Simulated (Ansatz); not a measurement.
Values for one crystal, relaxed and computed with LDA in the plane-wave PAW code Ansatz; other levels are named.

| Quantity | Result |
|---|---|
| Volume per atom | 11.30 Å³ |
| Band gap | 1.32 eV (direct) |
| Formation energy from the elements (no fitted shifts) | -1774 meV/atom |
| Conduction-band minimum | at Γ |
| Zone-centre stability | no imaginary mode at Γ |
| Largest static χ(2) component | 10 pm/V |
| Bulk modulus (Birch–Murnaghan fit) | 187 GPa |

**Question.** Which compound is it?
A) SnTePbSe, R3m (Sn on 3a, Te on 3a, Pb on 3a, Se on 3a)
B) KZnF3, cubic perovskite
C) WO3, P6/mmm (W on 3f, O on 6l, O on 3g)
D) ZnInGaO4, R3m (Pearson symbol hR7)

**Answer.** D, ZnInGaO4, R3m (Pearson symbol hR7)

The cell was relaxed with LDA under the symmetry of its start. The references are the lowest solids computed at this level, not always the standard phases (solids in place of the gases). Spin–orbit coupling is left out wherever it is not named.

Potentials: the later of the program's two PAW sets.
